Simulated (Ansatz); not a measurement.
# Sb (Pm-3m), clamped-ion strain scan

Level of theory: DFT r2SCAN, scalar-relativistic, plane waves, PAW in Ansatz 0.2.0. Cutoff 500 eV, Γ-centred 16×16×16 k-points, Gaussian smearing of 0.15 eV. No spin polarisation. Energies are free energies at this smearing, counted from the undisturbed cell; pressure is positive in compression.

The undisturbed cell (as given, not relaxed at this level; it stands at -3.8 GPa; this simple cubic form isn't the usual structure):

```xyz
1
Lattice="3.1600 0.0000 0.0000 0.0000 3.1600 0.0000 0.0000 0.0000 3.1600" Properties=species:S:1:pos:R:3 pbc="T T T"
Sb    0.0000    0.0000    0.0000
```

The cell is strained by ε times the Voigt pattern (0, 1, 0, 0, 0, 0) (xx, yy, zz, yz, xz, xy; engineering shear) with fractional coordinates fixed. The cell is metallic on the mesh throughout.

**Question.** Over the sampled range (-0.1500 to 0.1500), is the undisturbed cell the lowest point?

**Answer.** No: the energy is lower at ε = -0.0375, -12.3 in ΔE (meV/atom).

**Question.** Which end lies higher in energy, -0.1500 or +0.1500?

**Answer.** -0.1500: 331.9 against 238.9.

The scan:

| ε | ΔE (meV/atom) |
| --- | --- |
| -0.1500 | 331.9 |
| -0.1125 | 121.9 |
| -0.0750 | 18.5 |
| -0.0375 | -12.3 |
| 0.0000 | 0.0 |
| 0.0375 | 40.0 |
| 0.0750 | 97.4 |
| 0.1125 | 166.1 |
| 0.1312 | 202.3 |
| 0.1500 | 238.9 |